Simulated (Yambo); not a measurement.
```
BeTe
1.0
    0.00000     2.80338     2.80338
    2.80338     0.00000     2.80338
    2.80338     2.80338     0.00000
Be Te
1 1
Direct
  0.00000   0.00000   0.00000
  0.25000   0.25000   0.25000
```

BeTe (zinc blende, space group F-43m, No. 216): G0W0@PBEsol in Yambo (4×4×4 Γ-centred k mesh, bands 2 to 104 and a 10 Ry block in the screening, 104 bands in G with the Bruneval-Gonze terminator, plasmon pole fitted at 27.2 eV) on wavefunctions from Quantum ESPRESSO. With the symmetry operations that carry no fractional translation, the mesh has 8 irreducible k points, and the gap Γ → X is 3.308 eV.

What changes when point-group symmetry is switched off and time reversal alone is kept?

The mesh then has 36 irreducible points. The exact result doesn't change; the run gives 3.296 eV, and the difference is numerical residue, whose source wasn't traced. Rough time against the symmetric run: about 4× for the empty bands, about 3× for Yambo (3 states against 4).

Spin-orbit coupling is not included.

Geometry relaxed with PBEsol.
